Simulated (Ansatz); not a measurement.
## A trial form of Al₃Pd

All numbers below come from Ansatz 0.2.0, DFT PBE, scalar-relativistic, plane waves, PAW. Cutoff 420 eV, Gaussian smearing, Γ-centred meshes. Cell and atoms relax first on a coarse mesh and then on a finer one. In between, the cell is made exact in the group found at 0.06 Å. In metals the finer mesh still leaves noise of several meV/atom or more. The steps can't lower the symmetry of their start. No spin polarisation in the relaxation; trial moments died out in a coarse test.

Recipe of this trial structure of Al₃Pd: random cell by space group and Wyckoff sites (P6/mmm, No. 191). Lengths were set from tabulated atomic sizes, so they are only a guess.

```yaml
crystal:
  lattice:
    - [4.27031, 0.00000, 0.00000]
    - [-2.13516, 3.69820, 0.00000]
    - [0.00000, 0.00000, 4.56778]
  atoms:
    - { symbol: Al, position: [0.33333, 0.66667, 0.00000] }
    - { symbol: Al, position: [0.66667, 0.33333, 0.00000] }
    - { symbol: Al, position: [0.00000, 0.00000, 0.50000] }
    - { symbol: Pd, position: [0.00000, 0.00000, 0.00000] }
```

Formation energies are uncorrected and refer to the elements' standard structures at the same level.

Problem. What does it relax into?

Solution. The symmetry stays P6/mmm (No. 191). The end has the Li3N type. The volume per atom grows by 16.2 %, from 18.0 to 21.0 Å³. The shortest distance goes from 2.28 Å (Al–Pd) to 2.41 Å (Al–Pd). The energy falls by about 0.14 eV/atom (the start's value is from the coarse mesh). Conventional cell: a = 4.479 Å, c = 4.824 Å. Around Al on a site of symmetry -6m2 lie 3 Al at 2.59 Å and 3 Pd at 2.59 Å; Al on a site of symmetry 6/mmm is surrounded by 2 Pd at 2.41 Å; Pd has 2 Al at 2.41 Å and 6 Al at 2.59 Å.

```yaml
crystal:
  lattice:
    - [4.47913, 0.00000, 0.00000]
    - [-2.23957, 3.87904, 0.00000]
    - [0.00000, 0.00000, 4.82447]
  atoms:
    - { symbol: Al, position: [0.33333, 0.66667, 0.00000] }
    - { symbol: Al, position: [0.66667, 0.33333, 0.00000] }
    - { symbol: Al, position: [0.00000, 0.00000, 0.50000] }
    - { symbol: Pd, position: [0.00000, 0.00000, 0.00000] }
```

Problem. How does it come out in energy, and is it a metal?

Solution. The energy over the elements is −0.13 eV/atom and the gap on the 12×12×10 mesh of the 4-atom cell is 0 eV (a metal).

The last run used Gaussian smearing of 0.10 eV. Symmetry constrained the relaxation, so the result can be a saddle point. Another cell of Al3Pd relaxed alike, in Cmc2_1, lies 239 meV/atom lower, so this cell isn't the stable form at this level.
